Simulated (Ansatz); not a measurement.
# Si2N: course of a relaxation

All numbers below come from Ansatz, DFT r2SCAN, scalar-relativistic, plane waves, PAW. Settings: 500 eV cutoff, 6×6×14 k-mesh, Gaussian smearing of 0.10 eV, no spin polarisation.

What was changed in Hf2N: Hf → Si on all its sites, cell and atoms relaxed.

Command:

```bash
ansatz run input.yaml --threads 1 --pin off --max-ram 2560MiB --backend cpu --events-out ev --progress --plain --runs-dir out
```

Input:

```yaml
crystal:
  lattice:
    - [6.6372554736, 0.0, 0.0]
    - [0.0, 6.6372554736, 0.0]
    - [0.0, 0.0, 2.5457276446]
  atoms:
    - { symbol: Si, position: [0.3561680164, 0.3561680164, 0.0] }
    - { symbol: Si, position: [0.6438319836, 0.6438319836, 0.0] }
    - { symbol: Si, position: [0.8561680164, 0.1438319836, 0.5] }
    - { symbol: Si, position: [0.1438319836, 0.8561680164, 0.5] }
    - { symbol: "N", position: [0.0, 0.0, 0.0] }
    - { symbol: "N", position: [0.5, 0.5, 0.5] }
basis:
  ecutwfc: 500
kpoints:
  mp_grid: { grid: [6, 6, 14] }
hamiltonian:
  xc: r2scan
scf:
  occupations: { method: gaussian, width: 0.1 }
output:
  forces: true
  stress: true
  eigenvalues: true
relax:
  adjacent_minimum: "off"
  f_tol: 0.01
  max_steps: 60
  cell: { stress_tol: 0.1 }
```

F is the free energy. Steps run on the plane waves of an earlier cell, but the last one, and at times one on the way, on a freshly chosen basis, so a repeated geometry can differ a little in energy.

Steps:

```tsv
step	F − F(1) (eV)	largest force component (eV/Å)	V (Å³/atom)	P (GPa)
1	0.0000	0.005	18.691	-0.39
2	-0.0056	0.008	19.031	-0.27
3	-0.0061	0.027	18.898	-0.10
4	-0.0062	0.003	18.886	0.06
5	-0.0062	0.000	18.897	0.00
6	-0.0063	0.000	18.897	0.00
```

Relaxed structure:

```cif
data_structure
_symmetry_space_group_name_H-M 'P 1'
_symmetry_Int_Tables_number 1
_cell_length_a 6.6938
_cell_length_b 6.6938
_cell_length_c 2.5305
_cell_angle_alpha 90.000
_cell_angle_beta 90.000
_cell_angle_gamma 90.000
_cell_volume 113.38
loop_
_atom_site_label
_atom_site_type_symbol
_atom_site_fract_x
_atom_site_fract_y
_atom_site_fract_z
_atom_site_occupancy
Si1 Si 0.35709 0.35709 0.00000 1
Si2 Si 0.64291 0.64291 0.00000 1
Si3 Si 0.85709 0.14291 0.50000 1
Si4 Si 0.14291 0.85709 0.50000 1
N1 N 0.00000 0.00000 0.00000 1
N2 N 0.50000 0.50000 0.50000 1
```

The structure is tetragonal, space group P4_2/mnm (No. 136). Conventional cell: a = 6.694 Å, b = 6.694 Å, c = 2.531 Å, α = 90.00°, β = 90.00°, γ = 90.00°. Around Si (site symmetry m2m) lie 2 N at 1.85 Å. N (site symmetry mmm) has 4 Si at 1.85 Å as nearest neighbours.

The run converged. Time: 2.2 min on 1 thread of Intel(R) Xeon(R) Processor @ 2.70GHz, with other jobs on the host, peak memory 0.71 GiB.